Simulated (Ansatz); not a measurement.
Starting cell, In2Ge2O7 (space group C2/m):

```xyz
11
Lattice="3.2942 -4.3806 0.0000 3.2942 4.3806 0.0000 -1.0150 0.0000 4.8094" Properties=species:S:1:pos:R:3 pbc="T T T"
In     3.2942     1.6965     0.0000
In     3.2942    -1.6965     0.0000
Ge     4.4187     0.0000     2.8524
Ge     1.1548     0.0000     1.9571
O      1.3725    -1.4664     1.0240
O      4.2010     1.4664     3.7854
O      4.2010    -1.4664     3.7854
O      1.3725     1.4664     1.0240
O      2.7867     4.3806     2.4047
O      1.9893     0.0000     3.4979
O      3.5842     0.0000     1.3116
```

The atoms are displaced by Q × the pattern below (from a DFPT mode at Γ, largest move 1; Q in Å), at fixed cell.

```tsv
atom	x	y	z
In1	0.000	0.194	0.000
In2	0.000	-0.194	0.000
Ge3	0.726	0.000	0.052
Ge4	-0.726	0.000	-0.052
O5	-0.778	-0.284	0.383
O6	0.778	0.284	-0.383
O7	0.778	-0.284	-0.383
O8	-0.778	0.284	0.383
O10	0.844	0.000	-0.537
O11	-0.844	0.000	0.537
```

Atoms not listed stay in place.

The numbers are results of LDA (plane waves to 420 eV, PAW, scalar-relativistic; Ansatz, a program for electronic structure), not measurements. k mesh 5×5×6 (Γ-centred), Fermi-Dirac smearing 0.05 eV. In2Ge2O7 was relaxed with its symmetry unable to fall. 

| Q (Å) | −dE/dQ from forces (eV/Å) |
|---|---|
| -0.180 | 14.357 |
| -0.150 | 12.048 |
| -0.120 | 9.741 |
| -0.090 | 7.407 |
| -0.060 | 5.021 |
| -0.030 | 2.558 |
| 0.000 | 0.000 |
| 0.030 | -2.671 |
| 0.060 | -5.469 |
| 0.090 | -8.407 |
| 0.120 | -11.494 |
| 0.150 | -14.742 |
| 0.180 | -18.161 |

**Question.** What harmonic wavenumber does the curvature at Q = 0 give?

**Answer.** 372 cm⁻¹. E″ = 87.07 eV/Å², M = Σ mᵢ|uᵢ|² = 171.0 u, ν̃ = 521.5·√(|E″|/M).

(For displaced atoms, the force is minus the slope of the energy, and its curvature is a force constant, which sets phonon frequencies.)
